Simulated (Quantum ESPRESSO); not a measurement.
Kohn-Sham bands of Li₃Sb (Fm-3m)

```yaml
crystal:
  lattice:
    - [0.00000, 3.27246, 3.27246]
    - [3.27246, 0.00000, 3.27246]
    - [3.27246, 3.27246, 0.00000]
  atoms:
    - { symbol: Li, position: [0.50000, 0.50000, 0.50000] }
    - { symbol: Li, position: [0.75000, 0.75000, 0.75000] }
    - { symbol: Li, position: [0.25000, 0.25000, 0.25000] }
    - { symbol: Sb, position: [0.00000, 0.00000, 0.00000] }
```

Materials Project entry mp-2074; symmetrised, unrelaxed at this level. COD (Crystallography Open Database) has the formula in 2 space groups, this one among them (matched by group alone). Level: PBEsol, spinors with spin-orbit coupling; pw.x of Quantum ESPRESSO at 64 Ry with PseudoDojo potentials, 6×6×6 k-points, Wannier90. Density: 8×8×8 mesh, Gaussian smearing 0.01 Ry.

Energies are relative to the valence-band maximum; weights are on the orthonormalised atomic waves of the pseudopotential files, averaged over the group. 24 electrons a cell are treated as valence.

| bands | from (eV) | to (eV) | filling | weight on atomic waves |
|---|---|---|---|---|
| 1–2 | -46.48 | -46.47 | filled | [?] |
| 3–6 | -45.62 | -45.61 | filled | [?] |
| 7–10 | -28.80 | -28.79 | filled | [?] |
| 11–16 | -27.56 | -27.55 | filled | [?] |
| 17–18 | -9.52 | -8.57 | filled | [?] |
| 19–24 | -4.04 | 0.00 | filled | [?] |

Question: Which atomic shells make up each group?

Answer: 
- 1–2, weight on atomic waves: Li 1s 99 %
- 3–6, weight on atomic waves: Li 1s 99 %
- 7–10, weight on atomic waves: Sb 4d 100 %
- 11–16, weight on atomic waves: Sb 4d 100 %
- 17–18, weight on atomic waves: Sb 5s 76 %, Li 2s 23 %
- 19–24, weight on atomic waves: Sb 5p 79 %, Li 2s 14 %

The Kohn-Sham gap over both meshes and the path is 0.51 eV.
